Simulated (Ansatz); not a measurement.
# Does relaxation matter for the field gradients of HfO2 with Cr replacing Hf?

Start: a supercell of HfO2 (fluorite type, Fm-3m) built from a computed structure from the Materials Project (it need not be an observed phase), with all atoms left at the host's positions.

Space group Fm-3m (No. 225); a = 10.0643 Å.

```
site  Wyckoff  site symmetry       x       y       z
  Cr       4a           m-3m  0.0000  0.0000  0.0000
 Hf2      24d           m.mm  0.2500  0.2500  0.0000
 Hf8       4b           m-3m  0.5000  0.5000  0.5000
  O9      32f            .3m  0.3750  0.3750  0.3750
 O12      32f            .3m  0.8750  0.6250  0.6250
```

One atom of each set is listed; the run and its k-mesh use a cell of 24 atoms with edges of 7.12, 7.12, 7.12 Å.

The numbers come from a DFT calculation in Ansatz (PBE, plane waves and PAW, scalar-relativistic, collinear spin, 420 eV cutoff, Γ-centred 3×3×3 k-points, Fermi–Dirac smearing 0.01 eV, cell charge -1). Start moments as typed (μB): 3 on each Cr, none on the rest.

The largest force at the start is 0.25 eV/Å. Relaxing the ions at fixed cell moves them by 0.010 Å at most (atom 24, O) and 0.006 Å rms.

| site | moved (Å) | first shell before | first shell after | V_zz before (10²¹ V/m²) | η before |
| --- | --- | --- | --- | --- | --- |
| Cr | 0.000 | 8 O at 2.18 Å | 8 O at 2.18 Å | 0.00 | – |
| Hf2 | 0.000 | 8 O at 2.18 Å | 8 O at 2.18 Å | -4.65 | 0.64 |
| O9 | 0.010 | 4 Hf at 2.18 Å | 4 Hf at 2.17–2.18 Å | 0.16 | 0.00 |
| O12 | 0.003 | 3 Hf at 2.18 Å, 1 Cr at 2.18 Å | 3 Hf at 2.18 Å, 1 Cr at 2.18 Å | 2.17 | 0.00 |

Question: How do the gradients change?

Answer: 

```
site  V_zz after  η after  change of V_zz
  Cr        0.00        –            0.00
 Hf2       -4.91     0.53           -0.26
  O9       0.070     0.00           -0.09
 O12        2.25     0.00           +0.08
```

The largest change of V_zz is on Hf2, from -4.65 to -4.91. In per cent, |V_zz| changes by +6 on Hf, +3 on O (all sites that start above 2). Other sites without a gradient aren't listed.

The defect repeats with the cell of 24 atoms, so it feels its images: sites between two images don't show the values beside a lone defect, and zeros or small values of η there can come from the images' arrangement. This high-symmetry form of HfO2 is unstable when cold, to shifts of the oxygen columns, towards the tetragonal form. The symmetry of the cell holds that distortion back, wholly or in part, and it would change the field gradients, the more the larger the distortion. A uniform background compensates the cell's charge. The defect cell has no gap above 0.1 eV on its mesh, so the values can hang on the smearing and the k-mesh. Without spin–orbit coupling the gradients at and beside Hf can be off by some per cent, at some sites by more.
Before: The neighbours have not yet relaxed around the defect (largest force 0.25 eV/Å), so a real crystal will differ.
After: The relaxation keeps the site symmetry m-3m of the start, so the impurity can't leave its site; a distortion that would localise the partly filled state isn't explored.
